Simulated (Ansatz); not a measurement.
HfN (rock salt), frozen-phonon scan

HfN (rock salt)

```yaml
crystal:
  lattice:
    - [0.00000, 4.54789, 4.54789]
    - [2.27394, 0.00000, 2.27394]
    - [2.27394, 2.27394, 0.00000]
  atoms:
    - { symbol: N, position: [0.00000, 0.00000, 0.00000] }
    - { symbol: N, position: [0.50000, 0.00000, 0.00000] }
    - { symbol: Hf, position: [0.25000, 0.50000, 0.50000] }
    - { symbol: Hf, position: [0.75000, 0.50000, 0.50000] }
```

A phonon eigenvector at L = (0.5, 0.0, 0.0) is frozen into this cell: atom i moves by Q times the vector below, so Q is the largest atomic displacement, in Å. The cell is held. (q is in reciprocal vectors of the primitive cell; the cell shown is doubled to hold the pattern.)

```
atom       x       y       z
----  ------  ------  ------
Hf3    0.577  -0.577  -0.577
Hf4   -0.577   0.577   0.577
```

Atoms not listed stay in place.

These are PBE (plane waves to 420 eV, PAW, scalar-relativistic; Ansatz, an electronic-structure program) values and carry that method's errors. k mesh 9×18×18 (Γ-centred), Fermi-Dirac smearing 0.05 eV. The energy includes the smearing's −TS. Stress and pressure are positive under compression. With partly filled bands, energies and forces of such displacements shift with the k mesh and the smearing. HfN is run without spin polarisation. HfN was relaxed with its symmetry unable to fall. Spin-orbit coupling is left out, though Hf is heavy. ΔE is measured from the undisplaced structure.

```tsv
Q (Å)	ΔE (meV/cell)	P (GPa)	−dE/dQ from forces (eV/Å)
-0.100	160	2.2	3.690
-0.083	105	1.5	2.843
-0.067	65	1.0	2.069
-0.050	36	0.6	1.448
-0.033	16	0.2	0.951
-0.017	4	0.1	0.470
0.000	0	0.0	0.000
0.017	4	0.1	-0.470
0.033	16	0.2	-0.951
0.050	36	0.6	-1.448
0.067	65	1.0	-2.069
0.083	105	1.5	-2.843
0.100	160	2.2	-3.690
```

Summary:

The energy at Q = 0.100 Å is 160 meV/cell. Space group of the distorted cell: R-3m (No. 166), lowered from Fm-3m. Symmetry of the curve: even: the same for both signs. Shape of the curve: a single well with its minimum at or next to zero displacement. Harmonic wavenumber from the curvature (finite differences): 146 cm⁻¹. Wavenumber by perturbation theory (DFPT, on another k mesh): 143 cm⁻¹.

The 13 points together took around 9 core-minutes (rough).

(A displaced cell: forces are minus the slopes of the energy, force constants its curvatures, and phonons follow from these.)
